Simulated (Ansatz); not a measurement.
KMgF3:
```xyz
5
Lattice="4.0542 0.0000 0.0000 0.0000 4.0542 0.0000 0.0000 0.0000 4.0542" Properties=species:S:1:pos:R:3 pbc="T T T"
K      2.0271     2.0271     2.0271
Mg     0.0000     0.0000     0.0000
F      2.0271     0.0000     0.0000
F      0.0000     2.0271     0.0000
F      0.0000     0.0000     2.0271
```

Relaxed with PBE.

Task: Give the optical modes at the zone centre with their infrared and Raman activity from DFPT, DFT-PBE in the program Ansatz with PAW potentials.

Result: Transverse frequencies, without the LO–TO term; a row sums one degenerate level.

| ω (cm⁻¹) | degeneracy | IR ((D/Å)²/amu) | Raman (Å⁴/amu) | activity | symmetry |
|---|---|---|---|---|---|
| 139 | 3 | 5.59 | 0 | IR | T1u |
| 181 | 3 | 0.00 | 0 | silent | T2u |
| 280 | 3 | 10.49 | 0 | IR | T1u |
| 421 | 3 | 10.84 | 0 | IR | T1u |

Task: How high does the top mode go among those that the LO–TO term moves?

Result: 519 cm⁻¹ for q along x.

Space group Pm-3m (cubic perovskite). The PBE relaxation kept the symmetry of its start; phonons on a q-mesh show no instability.

Potentials: the later of the program's two PAW sets.
